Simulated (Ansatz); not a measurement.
Data:

ScAl₃ (Cu3Au type, Pm-3m), a = b = c = 4.0855 Å, α = β = γ = 90.00°.

This is the r²SCAN-relaxed structure.

### Question
All from plane-wave PAW r²SCAN (Ansatz code), unless another level is named. Estimate the highest zone-centre frequency.

### Answer
345 cm⁻¹.

### Question
And the bulk modulus (Birch–Murnaghan fit)?

### Answer
93.7 GPa.

The cell was relaxed with r²SCAN under the symmetry of its start; of distortions, only those at the zone centre were tested. No spin polarisation was allowed. As this level gives no gap, phonon frequencies hold no LO–TO term and depend on the k-mesh and smearing (Fermi–Dirac, 0.1 eV here).

Potentials: the later of the program's two PAW sets.
